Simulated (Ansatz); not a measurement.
**Equation of state of BaIn₉Ir₂**

A database entry relaxed whole under r2SCAN (P6/mmm):

```
Ba In Ir
1.0
     8.92292    0.00000    0.00000
    -4.46146    7.72748    0.00000
     0.00000    0.00000    4.32646
Ba In Ir
1 9 2
Cartesian
  0.0000 0.0000 0.0000
  2.7743 1.6017 2.1632
  0.0000 3.2035 2.1632
  6.1486 1.6017 2.1632
  1.6872 6.1257 2.1632
  4.4615 4.5240 2.1632
  -1.6872 6.1257 2.1632
  -2.2307 3.8637 0.0000
  4.4615 0.0000 0.0000
  2.2307 3.8637 0.0000
  4.4615 2.5758 0.0000
  0.0000 5.1517 0.0000
```

The cell was scaled uniformly, its shape held, and the atoms relaxed at each volume with plane-wave PAW DFT (Ansatz 0.2.0; r2SCAN, 500 eV, 5×5×8 Γ-centred mesh, fermi-dirac occupations of width 0.100 eV; no spin, no spin-orbit coupling). One row is withheld.

| volume (Å³/atom) | energy over the lowest (meV/atom) | pressure (GPa) |
| --- | --- | --- |
| 23.368 | 22.4 | 5.16 |
| 23.865 | 9.5 | 3.24 |
| 24.363 | 2.3 | 1.55 |
| 24.860 | 0.0 | 0.04 |
| 25.357 | ? | ? |
| 25.854 | 8.1 | -2.42 |
| 26.351 | 17.4 | -3.42 |

Q: Fit the pressures of the other rows to the third-order Birch-Murnaghan form.

A: With f = [(V₀/V)^(2/3) − 1]/2 and P = 3B₀f(1 + 2f)^(5/2)[1 + 3(B₀′ − 4)f/2], least squares gives V₀ = 24.88 Å³ an atom, B₀ = 69.6 GPa and B₀′ = 5.5; the rows miss the fit by less than 0.01 GPa. The slope of the energies differs from these pressures by 0.09 GPa, since they are taken to zero smearing while pressures follow the free energy.

Q: What does the withheld row hold?

A: The fit gives -1.26 GPa at 25.357 Å³; the run gave -1.27 GPa and 2.1 meV an atom.

Caveats: the shape of the cell was held, so B₀ is an upper bound where the axes differ in stiffness; 0 K, fixed nuclei; the symmetry was kept, and this need not be the phase that is stable at 0 K; one mesh for all volumes; every run is gapless at this level; pressure is positive in compression.
